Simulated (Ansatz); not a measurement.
MgB2 (space group P6/mmm)

```
CELL_PARAMETERS angstrom
      6.14853     0.00000     0.00000
     -1.53713     2.66239     0.00000
      3.07427     0.00000     3.52750
ATOMIC_POSITIONS crystal
  Mg 0.00000 0.00000 0.00000
  Mg 0.50000 0.00000 0.00000
  B  0.08333 0.33333 0.50000
  B  0.58333 0.33333 0.50000
  B  0.91667 0.66667 0.50000
  B  0.41667 0.66667 0.50000
```

The atoms are displaced by Q × the pattern below (from a DFPT mode at L = (0.5, 0.0, 0.5), largest move 1; Q in Å), at fixed cell. (q is in reciprocal vectors of the primitive cell; the cell shown is doubled to hold the pattern.)

```
atom       x       y       z
----  ------  ------  ------
Mg1    0.288   0.167   0.000
Mg2   -0.288  -0.167   0.000
B3     0.000   0.000  -1.000
B4     0.000   0.000   1.000
B5     0.000   0.000  -1.000
B6     0.000   0.000   1.000
```

Computed with PBE (plane waves to 420 eV, PAW, scalar-relativistic; Ansatz, a program for electronic structure). k mesh 17×17×17 (Γ-centred), Fermi-Dirac smearing 0.05 eV. E stands for the smeared free energy. With partly filled bands, energies and forces of such displacements shift with the k mesh and the smearing. MgB2 was relaxed with its symmetry unable to fall. ΔE is measured from the undisplaced structure. The last digit holds for this mesh only.

| Q (Å) | ΔE (meV/cell) |
|---|---|
| -0.1000 | withheld |
| -0.0833 | 145.9 |
| -0.0667 | 93.3 |
| -0.0500 | 52.4 |
| -0.0333 | 23.3 |
| -0.0167 | 5.8 |
| 0.0000 | 0.0 |
| 0.0167 | 5.8 |
| 0.0333 | 23.3 |
| 0.0500 | 52.4 |
| 0.0667 | 93.3 |
| 0.0833 | 145.9 |
| 0.1000 | withheld |

Question: Fit an even polynomial form (powers 2, 4) to the given rows and predict ΔE at Q = -0.1000.

Answer: Least squares on the 11 given rows: ΔE = (20920)·Q² + (15530)·Q⁴, in meV/cell with Q in Å; root-mean-square residual 0.05 meV/cell. At -0.1000 the fit gives 210.8 meV/cell; the calculation gives 210.4 meV/cell, so the extrapolation is off by 0.4 (+0.2 %). The quadratic term alone would give 209.2 meV/cell.

(A displaced cell: forces are minus the slopes of the energy, force constants its curvatures, and phonons follow from these.)
